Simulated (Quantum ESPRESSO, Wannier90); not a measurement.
**Tight-binding from DFT: SnO2 (rutile)**

Structure: Materials Project mp-856, symmetrised, not relaxed again. COD (Crystallography Open Database) has an entry of this formula and space group (matched by these alone). Method: PBEsol plane waves in Quantum ESPRESSO 7.5 (PseudoDojo norm-conserving files, 68 Ry, no spin polarisation, no spin-orbit coupling), Bloch states on a 6×6×10 mesh through Γ, Wannier90 4.0.1. Density: 6×6×10 mesh, cold smearing 0.01 Ry. Spin-orbit coupling is left out although heavy elements are present.

```
begin unit_cell_cart
ang
    4.7648200000    0.0000000000    0.0000000000
    0.0000000000    4.7648200000    0.0000000000
    0.0000000000    0.0000000000    3.2075000000
end unit_cell_cart
mp_grid = 6 6 10
```

Neighbour vectors b of the finite-difference formula (Å⁻¹), by shell:

| shell | b_x | b_y | b_z |
|---|---|---|---|
| 1 | 0.00000 | 0.00000 | 0.19589 |
| 1 | 0.00000 | 0.00000 | -0.19589 |
| 2 | 0.00000 | 0.21978 | 0.00000 |
| 2 | 0.21978 | 0.00000 | 0.00000 |
| 2 | 0.00000 | -0.21978 | 0.00000 |
| 2 | -0.21978 | 0.00000 | 0.00000 |

Problem. Find the weights w_b from the completeness condition Σ_b w_b b_α b_β = δ_αβ.

Solution. Shell 1: Σ b_x² = 0.000, Σ b_y² = 0.000, Σ b_z² = 0.077 Å⁻²
Shell 2: Σ b_x² = 0.097, Σ b_y² = 0.097, Σ b_z² = 0.000 Å⁻²
Each of the three diagonal sums, weighted, has to give 1 and the off-diagonal ones 0, which holds for w_1 = 13.0 Å², w_2 = 10.4 Å². Check on xx: 13.03×0.000 + 10.35×0.097 = 1.00.

On this mesh the 12 functions of bands 15-26 (bands 15-26; start: atomic waves O 2p, conv_tol = 1.0e-7) end with spreads 1.2473, 1.1285, 1.1285, 1.2473, 1.1285, 1.1285, 1.2473, 1.1285, 1.1285, 1.2473, 1.1285, 1.1285 Å², Ω_I = 13.7020 Å² and Ω_D = 0.0060 Å².

Ω_total is the sum of the spreads, 14.017 Å². Ω_OD = Ω_total − Ω_I − Ω_D = 0.309 Å². Only (Ω_D + Ω_OD)/Ω_total = 2.2 % depends on the gauge, and another start could lower the total by that share at most. The rms radius is √(Ω_total/12) = 1.08 Å.
